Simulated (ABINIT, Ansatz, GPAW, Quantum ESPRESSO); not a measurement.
**MgSn2N2: programs and potentials compared**

```xyz
5
Lattice="3.3605 0.0000 0.0000 0.0000 3.3605 0.0000 0.0000 0.0000 8.1884" Properties=species:S:1:pos:R:3 pbc="T T T"
Sn    0.0000    0.0000    2.5209
Sn    0.0000    0.0000    5.6675
Mg    1.6803    1.6803    0.0000
N     1.6803    0.0000    6.9380
N     0.0000    1.6803    1.2504
```

The cell comes from a database or a generator and needn't be the stable form of this composition.

Alike in all runs: task single point; functional PBE; k mesh 8 × 8 × 4; occupations fermi-dirac, width 0.05 eV; no spin polarisation; no spin-orbit coupling. A missing gap at this level doesn't show that the real crystal is a metal. Pressure is positive in compression and, in plane waves, holds the error of the finite cutoff, which Ansatz's Pulay term estimates and takes out.

| program and potentials | plane-wave cutoff (eV) | notes | band gap (eV) | pressure (GPa) | largest force (eV/Å) |
| --- | --- | --- | --- | --- | --- |
| Ansatz, Ansatz PAW | 420 | 9.6 valence electrons an atom on average; Pulay term of +0.24 GPa included | no gap | 0.13 | 0.125 |
| ABINIT, JTH PAW PBE v2.0 | 707 | 9.6 valence electrons an atom on average | no gap | -0.21 | 0.099 |
| Quantum ESPRESSO, SSSP 1.3 efficiency PBE | 816 | 8 valence electrons an atom on average | no gap | 0.13 | 0.166 |
| GPAW, GPAW PAW data sets (gpaw-data 1.2.1) | 800 | 9.6 valence electrons an atom on average | no gap | -0.49 | 0.053 |

Force on atom 4 (N), eV/Å:

```json
{"program and potentials": "Ansatz, Ansatz PAW", "x": "0.000", "y": "0.000", "z": "0.125"}
{"program and potentials": "ABINIT, JTH PAW PBE v2.0", "x": "0.000", "y": "0.000", "z": "0.099"}
{"program and potentials": "Quantum ESPRESSO, SSSP 1.3 efficiency PBE", "x": "0.000", "y": "0.000", "z": "0.166"}
{"program and potentials": "GPAW, GPAW PAW data sets (gpaw-data 1.2.1)", "x": "0.000", "y": "0.000", "z": "0.053"}
```

None finds a gap. The pressure spans -0.49 (GPAW, GPAW PAW data sets (gpaw-data 1.2.1)) to 0.13 GPa (Quantum ESPRESSO, SSSP 1.3 efficiency PBE).

Differences between rows come from potentials, basis sets and numerical settings, since the functional is the same but for its coding. Runs on potential files found faulty are left out.
